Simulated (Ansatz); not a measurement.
Property card for SiB₁₂C₂

SiB$_{12}$C$_{2}$:
```xyz
15
Lattice="2.8235 1.6301 4.2217 -2.8235 1.6301 4.2217 0.0000 -3.2603 4.2217" Properties=species:S:1:pos:R:3 pbc="T T T"
B     -1.3929    -0.8042     8.1706
B      1.3929     0.8042     4.4947
B      1.3929    -0.8042     8.1706
B     -1.3929     0.8042     4.4947
B      0.0000     1.6084     8.1706
B      0.0000    -1.6084     4.4947
B     -0.9067    -0.5235    11.2314
B      0.9067     0.5235     1.4338
B      0.9067    -0.5235    11.2314
B     -0.9067     0.5235     1.4338
B      0.0000     1.0469    11.2314
B      0.0000    -1.0469     1.4338
C      0.0000     0.0000     8.0482
C      0.0000     0.0000     4.6170
Si     0.0000     0.0000     6.3326
```

Space group R-3m (No. 166); conventional cell a = b = 5.647 Å, c = 12.665 Å, α = β = 90.00°, γ = 120.00°.

Method: plane-wave PAW PBE (Ansatz code). Structure relaxed to zero pressure with the same functional. Other levels are named where they apply.

Cell and energy:

* **Volume per atom**: 7.77 Å³
* **Density**: 2.59 g/cm³
* **Formation energy from the elements (no fitted shifts)**: -0.013 eV/atom

Electronic structure:

* **Band gap**: 1.61 eV (indirect)
* **Valence-band maximum**: at F
* **Conduction-band minimum**: on the Γ–S0 line, 78 % of the way from Γ (k = 0.000, 0.297, -0.299 in fractions of the reciprocal vectors) (6 equivalent valleys)
* **Smallest direct gap on the standard path**: 1.83 eV
* **Electron effective mass**: 0.30, 0.43, 1.4 mₑ (principal values)
* **Hole effective mass**: 0.33, 0.44, 0.58 mₑ (principal values)

Mechanics:

Bulk modulus (Birch–Murnaghan fit): 215 GPa
Pressure derivative B′: 3.5

The start of the workflow was typed in or built on a structure type; neither database checked (COD, Materials Project) lists it. Its standing as an ambient phase is unchecked. The PBE relaxation kept the symmetry of its start; its stability against distortions is not shown here. The references are the lowest solids computed at this level, not always the standard phases.

Potentials: the earlier of the program's two PAW sets.
